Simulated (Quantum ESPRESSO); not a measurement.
# Computed records: Hf3AlO7F (made-up cell)

Calculation on a made-up crystal cell, not a measurement, with one named mistake planted (healthy values lack it): periodic Kohn-Sham density functional theory in plane waves with PseudoDojo standard norm-conserving scalar-relativistic pseudopotentials, each functional with its own files (v0.5 for PBE, v0.4.1 for LDA and PBEsol), no spin polarisation, no spin-orbit coupling, atoms not relaxed, stress positive in tension, energies less a fixed whole-eV offset for each atom's element; levels are Kohn-Sham levels at fractions of this cell's reciprocal vectors, counted from the reference band (half the neutral cell's valence electrons, rounded up) at Gamma; error bars cover cutoff and k-mesh only, not smearing or the files; each bar is the largest change over components, and at least 0.002 eV, 0.002 eV per angstrom or 0.02 GPa; a charged cell sits in a uniform background, with energy and stress on this program's zero of potential; no dispersion term; energies are for the whole cell, and the offsets were chosen from early runs and are not element reference energies; a distance is the largest change of any value in units of its error bar (the energy's for the smearing term), a scale change is of lengths, and a coarse mesh keeps the half-step shift; machines and their load varied, so run times do not measure scaling. Program: Quantum ESPRESSO 7.5.

### Hf3AlO7F (made-up cell)

Intended structure:
```
cell vectors (Å)
   5.0505     0.0279    -0.0204
   0.0279     5.0965     0.0458
  -0.0204     0.0458     5.0645
atoms (fractions of the cell vectors)
Hf -0.00416  0.00533  0.01188
Hf -0.00180  0.49618  0.50142
Al  0.49708  0.01145  0.49539
Hf  0.50491  0.50317  0.00886
O   0.24266  0.21590  0.25492
F   0.22960  0.25921  0.73621
O   0.24336  0.74941  0.25472
O   0.27244  0.72529  0.73905
O   0.74775  0.23714  0.25244
O   0.72256  0.25566  0.74223
O   0.73455  0.76064  0.22455
O   0.75351  0.77549  0.75148
```

- lattice type: fluorite
- intended functional: pbe
- intended cutoff: 1143 eV
- intended fermi dirac smearing: 0.025 eV
- intended scf tolerance: 1e-07 eV
- intended electrons removed: 0
- healthy free energy less offsets: 1.466 eV
- healthy scf iterations: 14
- healthy smearing term minus ts: 0 eV
- healthy pressure: -3.34 GPa
- healthy stress xx: 2.39 GPa
- healthy stress yy: 5.43 GPa
- healthy stress zz: 2.2 GPa
- healthy stress yz: 0.04 GPa
- healthy stress xz: -1.88 GPa
- healthy stress xy: 0.66 GPa
- healthy reference band: 44
- fault kind: wrong charge
- fault electrons removed: 1
- faulty run command: pw.x -nk 1 -in in
- faulty run processor: AMD EPYC, Zen 5 class, virtual cores
- intended k mesh: 4 x 4 x 4, shifted by half a step
- structure shown: as intended, without the mistake
- faulty stress xz: —
- faulty pressure: —

Atoms:
| atoms element | atom site | atom energy offset (eV) |
| --- | --- | --- |
| Hf | 1 | -1535 |
| Hf | 2 | -1535 |
| Al | 3 | -64 |
| Hf | 4 | -1535 |
| O | 5 | -452 |
| F | 6 | -677 |
| O | 7 | -452 |
| O | 8 | -452 |
| O | 9 | -452 |
| O | 10 | -452 |
| O | 11 | -452 |
| O | 12 | -452 |

Healthy forces:
| site | x (eV/Å) | y (eV/Å) | z (eV/Å) |
| --- | --- | --- | --- |
| 1 | -2.091 | -2.731 | 0.607 |
| 2 | -2.087 | 3.129 | -1.694 |
| 3 | 1.48 | -1.668 | -0.825 |
| 4 | 1.214 | 2.162 | 0.495 |
| 5 | 1.435 | 1.76 | 0.618 |
| 6 | 0.482 | -1.688 | 1.006 |
| 7 | -0.514 | -1.185 | -0.29 |
| 8 | -0.709 | 1.093 | 0.108 |
| 9 | -0.025 | 0.702 | 0.242 |
| 10 | -0.17 | 0.397 | -0.073 |
| 11 | 0.327 | -1.067 | 1.349 |
| 12 | 0.657 | -0.903 | -1.543 |

Healthy levels:
| level k point | next band up (eV) |
| --- | --- |
| Gamma | 1.59 |
| (1/2,1/2,1/2) | 3.986 |
| (0.15,0,0) | 1.828 |
| (0,0.15,0) | 1.825 |
| (0,0,0.15) | 1.817 |

Notes: the hafnium pseudopotential is less sure than the others, with forces about 3 percent (worst 6) and pressure in oxides about 1.5 GPa (worst 2.7) from a second method in checks, which the error bars do not cover.

Questions
1. What faulty stress xz does the calculation give for Hf3AlO7F (made-up cell)?
2. Estimate the faulty pressure of Hf3AlO7F (made-up cell).
3. Give the table of faulty forces values for Hf3AlO7F (made-up cell).

Answers
1. -2.328 GPa
2. -21.97 GPa
3. 
Faulty forces:
| site | x (eV/Å) | y (eV/Å) | z (eV/Å) |
| --- | --- | --- | --- |
| 1 | -1.654 | -1.405 | 0.5549 |
| 2 | -1.819 | 1.973 | -1.595 |
| 3 | 1.17 | -0.8258 | -0.76 |
| 4 | 0.9018 | 1.032 | 0.6368 |
| 5 | 1.299 | 1.649 | 0.5077 |
| 6 | 0.4747 | -1.614 | 0.9987 |
| 7 | -0.2975 | -1.145 | -0.2637 |
| 8 | -0.6522 | 1.369 | -0.08592 |
| 9 | -0.1063 | 0.6426 | 0.2133 |
| 10 | -0.02362 | 0.2552 | -0.072 |
| 11 | 0.3599 | -0.9333 | 1.282 |
| 12 | 0.3462 | -0.9978 | -1.417 |

Further results for Hf3AlO7F (made-up cell):

- faulty free energy less offsets: -9.146 eV
- faulty scf iterations: 20
- faulty smearing term minus ts: -0.01498 eV
- faulty stress xx: 22.04 GPa
- faulty stress yy: 22.62 GPa
- faulty stress zz: 21.24 GPa
- faulty stress yz: 0.1347 GPa
- faulty stress xy: 0.6501 GPa
- faulty reference band: 44
- other mistakes compared: 7
- distance from healthy: 5306 error bars
- distance from nearest other mistake: 5166 error bars
- healthy error bar energy: 0.002 eV
- healthy error bar stress: 0.03363 GPa
- healthy error bar force: 0.002 eV/Å
- healthy error bar next band up: 0.002 eV
- faulty wall time of scf and band steps on a shared machine: 625.2 s

Faulty levels:
| level k point | next band up (eV) |
| --- | --- |
| Gamma | 2.115 |
| (1/2,1/2,1/2) | 4.506 |
| (0.15,0,0) | 2.344 |
| (0,0.15,0) | 2.344 |
| (0,0,0.15) | 2.335 |
